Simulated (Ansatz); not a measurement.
**A plane-wave run on Cd2S4O**

The input, for Ansatz 0.2.0 (plane waves, PAW):

```yaml
crystal:
  lattice:
    - [0.0, 3.319749, 0.0]
    - [6.102963, 0.0, 0.0]
    - [-2.747585, 1.659875, -5.978298]
  atoms:
    - { symbol: S, position: [0.3675, 0.9726, 0.265] }
    - { symbol: S, position: [0.6325, 0.0274, 0.735] }
    - { symbol: O, position: [0.0, 0.0, 0.0] }
    - { symbol: S, position: [0.8938, 0.4493, 0.2124] }
    - { symbol: S, position: [0.1062, 0.5507, 0.7876] }
    - { symbol: Cd, position: [0.2561, 0.6904, 0.4878] }
    - { symbol: Cd, position: [0.7439, 0.3096, 0.5122] }
  symmetry: { tolerance: 0.0003 }
kpoints:
  mp_grid: { grid: [7, 4, 7], shift: [0, 0, 0] }
  band_path:
    path:
      - [0.0, 0.0, 0.0]
      - [0.53854476, 0.0, 0.26927238]
      - [0.46145524, 0.0, 0.73072762]
      - [0.0, 0.0, 0.5]
      - [0.0, 0.0, 0.0]
      - [0.0, -0.5, 0.5]
      - [0.49616133, -0.5, 0.74808067]
      - [0.50383867, -0.5, 0.25191933]
      - [0.0, -0.5, 0.0]
      - [0.0, 0.0, 0.0]
      - [0.5, -0.5, 0.5]
    npoints: 6
magnetization:
  spin_polarized: false
scf:
  occupations: { method: fermi_dirac, width: 0.1033 }
  lower_state_search: "off"
  max_iter: 200
hamiltonian:
  pseudopotentials: { kind: paw }
  xc: r2scan
basis:
  ecutwfc: 500
  fft_grid_basis: typed
output:
  forces: true
  stress: true
  eigenvalues: true
  bader: true
  populations: true
  elf: true
  write_potential: true
  volumetric_format: npy
  dos:
    e_range: [-12, 8]
    de: 0.05
    projected: { site_lists: { Cd: [Cd], O: [O], S: [S] } }
checkpoint:
  read: saved_state
```

The run starts from an earlier solution of this cell. 

Parts of the output:

```
Pseudopotentials: kind: paw
Pseudopotential: S, paw, valence charge 6, recommended cutoff 500 eV (meta_gga), S.paw.azcp
Pseudopotential: O, paw, valence charge 6, recommended cutoff 500 eV (meta_gga), O.paw.azcp
Pseudopotential: Cd, paw, valence charge 20, recommended cutoff 500 eV (meta_gga), Cd.paw.azcp
Functional definition: r2SCAN
  exchange = r2scan_x(k0 = k0, k1 = k1, a1 = a1)
  correlation = r2scan_c
Crystal: 7 atoms, lattice volume = 121.122 Å³
Basis set: ecut = 500 eV, 3053 PW (Γ), exchange–correlation on 100×180×200 points (64 copies of the dense FFT grid, shifted against one another)
Bands: 42, of which v1, the nominal top of the filled ones, is band 35 counted from 1 (34 counted from 0)
Symmetry: 4 space group operations
Space group: C2/m (ITA 12), of the structure as read, at distance tolerance 1.5e-3 Å
k-points: 60 of 196
Initial density: read from a saved state, or passed on in memory by an earlier SCF of this step, an earlier step, the calling program or the single point that the run made first
Functional: x = r2scan, c = r2scan; τ floored in thin density (d = 2e-4 eV/Å³)
SCF iter   1: F=-20721.4553 eV  Δρ=2.73e-3  dr2=1.38e-2  dr2_τ=2.52e-3
SCF iter   2: F=-20721.4529 eV  Δρ=3.56e-3  dr2=1.69e-2  dr2_τ=2.30e-3
SCF iter   3: F=-20721.4661 eV  Δρ=9.36e-4  dr2=9.47e-4  dr2_τ=6.61e-5
SCF iter   4: F=-20721.4664 eV  Δρ=1.65e-4  dr2=8.84e-5  dr2_τ=3.46e-6
SCF iter   5: F=-20721.4664 eV  Δρ=1.10e-4  dr2=2.57e-5  dr2_τ=1.01e-6
SCF iter   6: F=-20721.4664 eV  Δρ=3.17e-5  dr2=1.51e-6  dr2_τ=1.23e-7
SCF iter   7: F=-20721.4664 eV  Δρ=1.15e-5  dr2=2.43e-7  dr2_τ=7.57e-9
SCF iter   8: F=-20721.4664 eV  Δρ=4.09e-6  dr2=3.38e-8  dr2_τ=1.79e-9
Free energy (F): -20721.4664 eV
Harris-Foulkes:  -20721.4664 eV  (|F-HF|=7.40e-9)
Internal energy: -20721.2961 eV  (E = F + TS)
E sigma→0 (E₀):  -20721.3813 eV
Entropy (-TS):   -0.1703 eV (-24.331 meV/atom)
Fermi energy:    8.9381 eV
--- Stress (GPa, compression-positive) ---
       11.1282       0.0000       0.2549
        0.0000      13.5277       0.0000
        0.2549       0.0000       7.4974
  P = ⅓ Tr σ = 10.7178 GPa (107.178 kbar)
--- Löwdin populations: 7 sites ---
  site symbol       q [e]
     0      S      6.3159
     1      S      6.3159
     2      O      6.4008
     3      S      6.5368
     4      S      6.5368
     5     Cd     18.6544
     6     Cd     18.6544
  spilling = 0.0084 (of n_electrons = 70.0000)
```

Origin: a known structure type with other elements, at an estimated volume, so it need not be a known compound. Caveats: many states at the Fermi level without spin polarisation, so a magnetic state may lie lower; atoms or cell far from equilibrium.
